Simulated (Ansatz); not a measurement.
A generator proposed this cell of HfGe3W2.

Space group Cmmm (No. 65). a = 5.754 Å, b = 9.369 Å, c = 4.319 Å, α = 90.00°, β = 90.00°, γ = 90.00°
```csv
atom,site,symmetry,x,y,z
Hf,2b,mmm,0.5000,0.0000,0.0000
Ge,4i,m2m,0.5000,0.3441,0.0000
Ge,2d,mmm,0.0000,0.0000,0.5000
W,4f,..2/m,0.2500,0.2500,0.5000
```

Level of theory: DFT PBE, scalar-relativistic, plane waves, PAW (Ansatz). Plane waves to 420 eV, a k mesh through Γ of 4×4×4 on the computed 6-atom cell and Gaussian smearing (0.10 eV); no spin polarisation.

Formation energies are uncorrected and refer to the elements' standard structures at the same level.

**Question.** What does a single point on this coarse mesh give?

**Answer.** The pressure is -12.7 GPa (the mean over three directions, positive in compression), the largest force is 1.31 eV/Å, and the energy is +0.43 eV/atom against the elements. The shortest distance is 2.61 Å.

**Question.** How much does it gain on relaxing, and where does it end?

**Answer.** Relaxing gains about 0.19 eV/atom (the start's value is from the coarse mesh, so the gain is rough) in 10 ionic steps and ends at +0.24 eV/atom on the finer mesh. The symmetry stays Cmmm (No. 65). The volume per atom shrinks by 9.0 %, from 19.4 to 17.6 Å³. The shortest distance goes from 2.61 Å (Ge–Ge) to 2.63 Å (W–W). Conventional cell: a = 5.253 Å, b = 9.114 Å, c = 4.423 Å. Around Hf lie 6 Ge at 2.99–3.06 Å, 4 Ge at 3.43 Å and 8 W at 3.44 Å; Ge on a site of symmetry m2m is surrounded by 4 W at 2.67 Å, 2 Ge at 2.71 Å, 3 Ge at 2.99–3.14 Å and 3 Hf at 2.99–3.06 Å; around W lie 2 W at 2.63 Å, 6 Ge at 2.63–2.67 Å and 4 Hf at 3.44 Å; 1 more site not described.

The last run used an 8×8×8 mesh for its 6-atom cell and Gaussian smearing of 0.10 eV. Spin–orbit coupling, which can matter for Hf and W, is left out. The relaxation can't lower the symmetry of the start. Symmetry constrained the relaxation, so the result can be a saddle point.
